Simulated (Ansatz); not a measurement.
Zr3N2: do energies and stresses tell the same story?

Theory: DFT r2SCAN, scalar-relativistic, plane waves, PAW (Ansatz 0.2.0).

Settings: cutoff 500 eV, Γ-centred mesh 12×12×12 on the computed 10-atom cell, Gaussian smearing of 0.10 eV; no spin polarisation.

Relaxed cell: R-3c, a = 5.647 Å, b = 5.647 Å, c = 15.708 Å, α = 90.00°, β = 90.00°, γ = 120.00°, 10 atoms in the primitive cell. Whether it is the stable form of this composition wasn't checked.

Energies at zero smearing and pressures from the stress tensor, at volumes with shape and atoms relaxed:
```json
{"V (Å³/atom)": "13.160", "E − E(first) (meV/atom)": "0.00", "P (GPa)": "23.49"}
{"V (Å³/atom)": "13.594", "E − E(first) (meV/atom)": "-51.05", "P (GPa)": "14.45"}
{"V (Å³/atom)": "14.027", "E − E(first) (meV/atom)": "-79.39", "P (GPa)": "6.68"}
{"V (Å³/atom)": "14.461", "E − E(first) (meV/atom)": "-88.19", "P (GPa)": "0.00"}
{"V (Å³/atom)": "14.895", "E − E(first) (meV/atom)": "-80.23", "P (GPa)": "-5.73"}
{"V (Å³/atom)": "15.329", "E − E(first) (meV/atom)": "-57.86", "P (GPa)": "-10.65"}
```

**Question.** Check P = −dE/dV between neighbouring volumes, and get the bulk modulus from the pressures alone.

**Answer.** With 1 eV/Å³ = 160.2 GPa:
```tsv
middle V (Å³/atom)	−ΔE/ΔV (GPa)	mean P (GPa)
13.377	18.855	18.969
13.810	10.464	10.563
14.244	3.252	3.338
14.678	-2.943	-2.867
15.112	-8.260	-8.191
```

The two differ by 0.11 GPa at most. The mean of two end pressures misses the average over a step by about ΔV² P″/12, up to 0.11 GPa here; with that taken off 0.01 GPa remains. Around V = 14.461 Å³/atom, the two neighbours give B = −V ΔP/ΔV = 14.461 × 12.41 / 0.868 = 206.8 GPa, against B0 = 206.0 GPa from the Birch–Murnaghan fit of the energies.